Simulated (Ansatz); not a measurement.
Space group Pm-3m (No. 221). a = 3.586 Å, b = 3.586 Å, c = 3.586 Å, α = 90.00°, β = 90.00°, γ = 90.00°
| atom | site | symmetry | x | y | z |
| --- | --- | --- | --- | --- | --- |
| Al | 1a | m-3m | 0.0000 | 0.0000 | 0.0000 |
| Co | 3c | 4/mm.m | 0.5000 | 0.5000 | 0.0000 |

Equation of state of this AlCo3 structure (not necessarily the ground state), with shape and atoms relaxed at each volume where symmetry leaves them free. It has no gap at any of these volumes. Level of theory: DFT r2SCAN, scalar-relativistic, plane waves, PAW in Ansatz 0.2.0.

Settings: cutoff 500 eV, Γ-centred mesh 12×12×12 on the computed 4-atom cell, Gaussian smearing of 0.10 eV; collinear spin.

```csv
V (Å³/atom),E − E(largest V) (meV/atom),P (GPa)
10.840,4.34,11.10
11.186,-12.70,4.98
11.532,-17.95,0.01
11.878,-13.34,-4.27
12.224,0.00,-8.17
```

Question: Fit a third-order Birch–Murnaghan equation to E(V).

Answer: V0 = 11.53 Å³/atom, B0 = 154 GPa, B0' = 4.1.

The state reached may not be the lowest one.